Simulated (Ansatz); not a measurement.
Input:

Ge3N4:
```
CELL_PARAMETERS angstrom
      7.99104     0.00000     0.00000
     -3.99552     6.92044     0.00000
      0.00000     0.00000     3.05963
ATOMIC_POSITIONS crystal
  Ge 0.83075 0.23736 0.75000
  Ge 0.16925 0.76264 0.25000
  Ge 0.59339 0.83075 0.25000
  Ge 0.40661 0.16925 0.75000
  Ge 0.76264 0.59339 0.75000
  Ge 0.23736 0.40661 0.25000
  N  0.66667 0.33333 0.75000
  N  0.33333 0.66667 0.25000
  N  0.66956 0.97443 0.75000
  N  0.33044 0.02557 0.25000
  N  0.69513 0.66956 0.25000
  N  0.30487 0.33044 0.75000
  N  0.02557 0.69513 0.75000
  N  0.97443 0.30487 0.25000
```

This is the LDA-relaxed structure. Tensor components refer to the Cartesian frame of this cell.

Q: All from plane-wave PAW LDA (Ansatz code), unless another level is named. Estimate the Poisson's ratio.

A: 0.32.

Q: And the highest zone-centre frequency (without LO–TO term)?

A: 910 cm⁻¹.

Q: And the elastic constants (relaxed ions, GPa)?

A: C11 = 312, C12 = 166, C13 = 101, C33 = 431, C44 = 67.5.

Space group P6_3/m. The cell was relaxed with LDA under the symmetry of its start; of distortions, only those at the zone centre were tested.

Potentials: the later of the program's two PAW sets.
